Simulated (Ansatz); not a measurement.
Ta5As4:
```cif
data_As4Ta5
_chemical_formula_sum 'Ta5 As4'
_space_group_name_H-M_alt 'P 1'
_space_group_IT_number 1
_cell_length_a 7.16306
_cell_length_b 7.16306
_cell_length_c 7.16306
_cell_angle_alpha 93.323
_cell_angle_beta 93.323
_cell_angle_gamma 152.138
loop_
_space_group_symop_operation_xyz
  'x, y, z'
loop_
_atom_site_label
_atom_site_type_symbol
_atom_site_fract_x
_atom_site_fract_y
_atom_site_fract_z
_atom_site_occupancy
Ta1 Ta 0.36873 0.30548 0.67421 1
Ta2 Ta 0.63127 0.69452 0.32579 1
Ta3 Ta 0.69452 0.36873 0.06325 1
Ta4 Ta 0.30548 0.63127 0.93675 1
Ta5 Ta 0.00000 0.00000 0.00000 1
As1 As 0.28266 0.05261 0.33527 1
As2 As 0.71734 0.94739 0.66473 1
As3 As 0.94739 0.28266 0.23005 1
As4 As 0.05261 0.71734 0.76995 1
```

Relaxed with r²SCAN.

Q: Which orbitals make up the states near the Fermi level in r²SCAN in the plane-wave PAW code Ansatz?

A: Within 0.5 eV of the Fermi level: Ta 5d 78 %, As 4p 16 %. Projections are on Löwdin-orthogonalised atomic valence shells; empty p or d shells of many metals are not among them.

Q: Tabulate the density of states.

A: States/eV per cell of 9 atoms, in 0.25 eV bins, energy from the Fermi level.

```
E (eV)  total  Ta 5d  As 4p  Ta 6s
------  -----  -----  -----  -----
-7.85    0.00   0.00   0.00   0.00
-7.60    0.00   0.00   0.00   0.00
-7.35    0.00   0.00   0.00   0.00
-7.10    0.19   0.04   0.09   0.05
-6.85    0.51   0.11   0.24   0.12
-6.60    1.87   0.43   0.92   0.42
-6.35    3.05   0.79   1.35   0.67
-6.10    4.86   1.40   2.18   0.95
-5.85    6.49   2.01   3.08   1.06
-5.60    4.78   1.49   2.27   0.71
-5.35    2.28   0.71   1.07   0.33
-5.10    2.04   0.67   1.03   0.23
-4.85    4.37   1.50   2.25   0.38
-4.60    5.22   1.70   3.01   0.25
-4.35    3.65   1.35   1.86   0.21
-4.10    6.89   2.82   3.35   0.34
-3.85    7.11   2.93   3.63   0.23
-3.60    7.38   3.21   3.66   0.18
-3.35    8.05   3.57   3.93   0.15
-3.10    7.20   3.32   3.42   0.10
-2.85    7.03   3.24   3.33   0.11
-2.60    6.92   3.13   3.30   0.11
-2.35    6.32   3.25   2.54   0.18
-2.10    7.72   5.28   1.82   0.19
-1.85    4.41   3.28   0.79   0.12
-1.60    6.36   4.76   1.06   0.21
-1.35    8.62   6.59   1.27   0.34
-1.10    7.46   5.94   1.10   0.15
-0.85    5.73   4.55   0.90   0.06
-0.60    5.20   4.10   0.84   0.05
-0.35    3.97   3.05   0.72   0.04
-0.10    2.60   2.02   0.43   0.03
0.15     3.07   2.42   0.48   0.04
0.40     2.46   1.97   0.35   0.02
0.65     3.55   2.87   0.47   0.04
0.90     2.46   1.95   0.35   0.04
1.15     3.81   3.00   0.50   0.10
1.40     4.89   3.85   0.61   0.14
1.65     5.38   4.11   0.75   0.19
1.90     4.60   3.50   0.62   0.17
2.15     5.01   3.82   0.67   0.15
2.40     6.46   4.91   0.87   0.19
2.65     7.36   5.65   0.93   0.25
2.90     8.04   6.15   1.01   0.27
3.15     8.51   6.63   0.95   0.27
3.40     9.66   7.25   1.14   0.44
3.65     9.07   6.64   1.18   0.42
3.90     6.70   4.46   0.98   0.52
4.15     7.86   4.67   1.55   0.77
4.40     8.82   5.34   1.91   0.71
4.65     8.32   5.17   1.85   0.49
```

Space group I4/m. The first step of the workflow began from a Materials Project structure, measured or hypothetical; the Crystallography Open Database files this formula in space group No. 87, but the cells were not matched. Whether it is the stable phase at ambient conditions was not checked. Symmetry was held in the r²SCAN relaxation; its stability against distortions is not shown here. No spin polarisation was allowed. Scalar-relativistic: spin–orbit coupling is off unless named, which matters more the heavier the elements.

Potentials: the later of the program's two PAW sets.
